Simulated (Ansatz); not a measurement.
Relaxed-ion elastic tensor of Ru (dhcp (α-La type), space group No. 194) in GPa (Voigt order), the program Ansatz at the r²SCAN level (PAW); density 12.39 g/cm³, 13.55 Å³ per atom.

|  | 1 | 2 | 3 | 4 | 5 | 6 |
|---|---|---|---|---|---|---|
| 1 | 608 | 198 | 180 | 0.0 | 0.0 | 0.0 |
| 2 | 198 | 608 | 180 | 0.0 | 0.0 | 0.0 |
| 3 | 180 | 180 | 667 | 0.0 | 0.0 | 0.0 |
| 4 | 0.0 | 0.0 | 0.0 | 177 | 0.0 | 0.0 |
| 5 | 0.0 | 0.0 | 0.0 | 0.0 | 177 | 0.0 |
| 6 | 0.0 | 0.0 | 0.0 | 0.0 | 0.0 | 205 |

### Question
Is the crystal mechanically stable?

### Answer
Yes: the smallest eigenvalue of C is 177 GPa.

### Question
Work out the Voigt, Reuss and Hill averages.

### Answer
K_V = 333, K_R = 333, K_H = 333; G_V = 200, G_R = 198, G_H = 199 GPa.

### Question
Give Young's modulus, Poisson's ratio, Pugh's ratio and the universal anisotropy index.

### Answer
E = 9KG/(3K + G) = 498 GPa; ν = 0.25; K/G = 1.67 (near the Pugh limit of 1.75, no verdict); A_U = 5G_V/G_R + K_V/K_R − 6 = 0.06.

### Question
Estimate the sound speeds and the Debye temperature.

### Answer
v_l = √((K + 4G/3)/ρ) = 6950 m/s, v_t = √(G/ρ) = 4010 m/s, mean 4450 m/s; Θ = (h/k)(3n/4πV)^(1/3) v_m = 556 K.

### Question
Solve the Christoffel equation for the three sound speeds along x, y, z.

### Answer
Eigenvalues of C_ijkl n_j n_l equal ρv². In km/s, slowest first: x 3.78, 4.07, 7.01; y 3.78, 4.07, 7.01; z 3.78, 3.78, 7.34.

### Question
How much does each axis shrink under pressure?

### Answer
Linear compressibilities β_i = Σ_j S_ij (j = 1 to 3): x 1.0, y 1.0, z 0.94 per TPa.

Space group P6_3/mmc (dhcp (α-La type)). The start of the workflow was typed in or built on a structure type. Its sites differ from those of the usual phase in this space group: another stacking or structure type. The r²SCAN relaxation kept the symmetry of its start; whether a distortion lowers the energy is not shown. No spin polarisation was allowed. As this level gives no gap, shear constants depend on the k-mesh and smearing (Fermi–Dirac, 0.1 eV here). On the denser mesh and wider smearing of the elastic run this cell carries a stress of 0.7 GPa.

Potentials: the later of the program's two PAW sets.
